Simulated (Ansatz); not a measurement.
Cs:
```
Cs
1.0
    0.00000     3.63668     3.63668
    3.63668     0.00000     3.63668
    3.63668     3.63668     0.00000
Cs
1
Direct
  0.00000   0.00000   0.00000
```

Relaxed with LDA.

Task: Which orbitals make up the states near the Fermi level in plane-wave PAW LDA (Ansatz code)?

Result: Within 0.5 eV of the Fermi level: Cs 6s 83 %, outside the projected shells 15 %. Projections are on Löwdin-orthogonalised atomic valence shells; empty p or d shells of many metals are not among them.

Task: Tabulate the density of states.

Result: States/eV per cell of 1 atom, in 0.25 eV bins, energy from the Fermi level.

```
E (eV)  total  Cs 6s  Cs 5p
------  -----  -----  -----
-7.85    0.00   0.00   0.00
-7.60    0.00   0.00   0.00
-7.35    0.00   0.00   0.00
-7.10    0.00   0.00   0.00
-6.85    0.00   0.00   0.00
-6.60    0.00   0.00   0.00
-6.35    0.00   0.00   0.00
-6.10    0.00   0.00   0.00
-5.85    0.00   0.00   0.00
-5.60    0.00   0.00   0.00
-5.35    0.00   0.00   0.00
-5.10    0.00   0.00   0.00
-4.85    0.00   0.00   0.00
-4.60    0.00   0.00   0.00
-4.35    0.00   0.00   0.00
-4.10    0.00   0.00   0.00
-3.85    0.00   0.00   0.00
-3.60    0.00   0.00   0.00
-3.35    0.00   0.00   0.00
-3.10    0.00   0.00   0.00
-2.85    0.00   0.00   0.00
-2.60    0.00   0.00   0.00
-2.35    0.00   0.00   0.00
-2.10    0.00   0.00   0.00
-1.85    0.05   0.05   0.00
-1.60    0.20   0.19   0.00
-1.35    0.30   0.28   0.01
-1.10    0.40   0.38   0.01
-0.85    0.51   0.48   0.02
-0.60    0.64   0.61   0.02
-0.35    0.84   0.78   0.02
-0.10    1.21   1.10   0.03
0.15     1.48   1.23   0.02
0.40     1.36   0.96   0.01
0.65     1.01   0.42   0.00
0.90     2.65   0.18   0.00
1.15     2.99   0.09   0.00
1.40     2.99   0.06   0.00
1.65     3.25   0.08   0.00
1.90     1.62   0.01   0.00
2.15     1.23   0.00   0.00
2.40     1.48   0.04   0.00
2.65     3.34   0.08   0.00
2.90     2.89   0.05   0.00
3.15     1.70   0.02   0.00
3.40     1.50   0.01   0.00
3.65     1.81   0.04   0.00
3.90     3.27   0.09   0.00
4.15     2.09   0.05   0.00
4.40     1.94   0.03   0.00
4.65     3.36   0.05   0.00
```

Space group Fm-3m (fcc (Cu type)). The workflow started from a Materials Project entry (that database holds measured and hypothetical structures alike); the Crystallography Open Database files this formula in space group No. 225, but the cells were not matched. It is not the phase usual at ambient conditions (space group No. 229). Symmetry was held in the LDA relaxation; whether a distortion lowers the energy is not shown. Scalar-relativistic: spin–orbit coupling is off unless named, which matters more the heavier the elements.

Potentials: the later of the program's two PAW sets.
